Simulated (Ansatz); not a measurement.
Total density of states per atom from plane-wave PAW PBE+D3(BJ) (Ansatz code), in 0.25 eV bins, energy from the Fermi level:

```
E (eV) | states/eV/atom
    -7.85 | # 0.10
    -7.60 | # 0.11
    -7.35 | # 0.13
    -7.10 | ## 0.15
    -6.85 | ## 0.18
    -6.60 | ## 0.22
    -6.35 | ##### 0.43
    -6.10 | ####### 0.62
    -5.85 | ####### 0.67
    -5.60 | ######## 0.75
    -5.35 | ######### 0.82
    -5.10 | ########## 0.93
    -4.85 | ############ 1.12
    -4.60 | ########### 1.07
    -4.35 | ###### 0.61
    -4.10 | #### 0.40
    -3.85 | #### 0.34
    -3.60 | ############ 1.15
    -3.35 | ###################### 2.03
    -3.10 | ################ 1.51
    -2.85 | ############ 1.11
    -2.60 | ########### 1.06
    -2.35 | ############ 1.16
    -2.10 | #################### 1.90
    -1.85 | ############### 1.44
    -1.60 | ########### 1.04
    -1.35 | ######## 0.73
    -1.10 | ##### 0.43
    -0.85 | #### 0.38
    -0.60 | #### 0.37
    -0.35 | #### 0.36
    -0.10 | #### 0.39
     0.15 | ###### 0.56
     0.40 | ####### 0.68
     0.65 | ####### 0.70
     0.90 | ######## 0.76
     1.15 | ######### 0.84
     1.40 | ########## 0.97
     1.65 | ########### 1.07
     1.90 | ########### 1.04
     2.15 | ############# 1.19
     2.40 | ############ 1.11
     2.65 | ############ 1.11
     2.90 | ################ 1.46
     3.15 | ############################## 2.82
     3.40 | ############ 1.15
     3.65 | ######### 0.81
     3.90 | ####### 0.61
     4.15 | ###### 0.54
     4.40 | ##### 0.49
     4.65 | ##### 0.46
```

Problem. Pick the material that matches.
A) V, bcc (W type)
B) Na, bcc (W type)
C) Nb, bcc (W type)
D) W, bcc (W type)

Solution. D, W, bcc (W type). Within 0.5 eV of the Fermi level: W 5d 87 %, outside the projected shells 8 %. Projections are on Löwdin-orthogonalised atomic valence shells; empty p or d shells of many metals are not among them.

Space group Im-3m (bcc (W type)). The PBE+D3(BJ) relaxation kept the symmetry of its start. No spin polarisation was allowed. The pairwise dispersion correction was not fitted to metals. Scalar-relativistic: spin–orbit coupling is off unless named, which matters more the heavier the elements.

Potentials: the later of the program's two PAW sets.
